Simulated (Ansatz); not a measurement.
AlN:
```yaml
crystal:
  lattice:
    - [3.11384, 0.00000, 0.00000]
    - [-1.55692, 2.69667, 0.00000]
    - [0.00000, 0.00000, 4.98357]
  atoms:
    - { symbol: Al, position: [0.66667, 0.33333, 0.00359] }
    - { symbol: Al, position: [0.33333, 0.66667, 0.50359] }
    - { symbol: N, position: [0.66667, 0.33333, 0.62161] }
    - { symbol: N, position: [0.33333, 0.66667, 0.12161] }
```

Relaxed with PBEsol. Independent-particle spectrum: no excitons, no local fields, no scissors shift; 0.1 eV broadening; ε₁ of the summed bands alone.

Problem. Tabulate the dielectric function from DFT-PBEsol in the program Ansatz with PAW potentials.

Solution. 

```
E (eV)  ε₁ xx  ε₂ xx  ε₁ zz  ε₂ zz
------  -----  -----  -----  -----
0.0      4.59   0.00   4.81   0.00
0.3      4.60   0.00   4.82   0.00
0.6      4.61   0.00   4.83   0.00
0.9      4.64   0.00   4.86   0.00
1.2      4.67   0.00   4.90   0.00
1.5      4.71   0.00   4.95   0.00
1.8      4.77   0.00   5.02   0.00
2.1      4.84   0.00   5.10   0.00
2.4      4.93   0.00   5.21   0.00
2.7      5.03   0.00   5.33   0.00
3.0      5.16   0.00   5.49   0.00
3.3      5.32   0.00   5.68   0.00
3.6      5.51   0.00   5.94   0.00
3.9      5.78   0.00   6.31   0.00
4.2      6.19   0.01   6.88   0.34
4.5      6.62   0.48   7.04   0.69
4.8      6.75   0.74   7.29   0.88
5.1      6.98   0.91   7.71   1.03
5.4      7.39   1.04   8.42   1.17
5.7      8.20   1.19  10.00   1.35
6.0      9.23   2.79  12.00   5.43
6.3      9.27   4.02  10.23   8.22
6.6      8.64   5.70   6.72  10.40
6.9      8.78   7.13   4.16   9.35
7.2      6.86   7.82   4.14   8.89
7.5      5.46   9.15  -0.01   9.12
7.8      4.02  10.04  -0.42   5.56
8.1      0.79   8.39   0.77   4.17
8.4      0.58   6.24   1.91   3.50
8.7      1.25   5.94   2.79   3.87
9.0      0.75   5.91   3.72   4.48
9.3      0.22   4.35   3.99   6.55
9.6      1.58   3.68   2.00   6.60
9.9      2.11   4.86  -0.26   6.84
10.2     1.75   4.83   0.54   4.69
10.5     2.83   5.63   0.50   6.29
10.8    -0.19   6.96  -0.97   4.53
11.1    -0.21   4.32   0.72   3.41
11.4     1.49   4.90   2.75   4.68
11.7     0.07   6.04   0.04   7.89
12.0    -0.21   5.35  -1.43   5.44
```

Problem. From ε at 4.3 eV (xx: 6.42 + 0.10i), find n, k, the normal reflectivity and the absorption coefficient.

Solution. n = 2.53, k = 0.020, R = 19 %, α = 2kE/ħc = 8700 cm⁻¹.

With all bands, ε∞ without local fields is 4.68 (xx = yy), 4.90 (zz). DFPT, with local fields, gives 4.50 (xx = yy), 4.73 (zz).

Space group P6_3mc (wurtzite). The cell was relaxed with PBEsol under the symmetry of its start.

Potentials: the later of the program's two PAW sets.
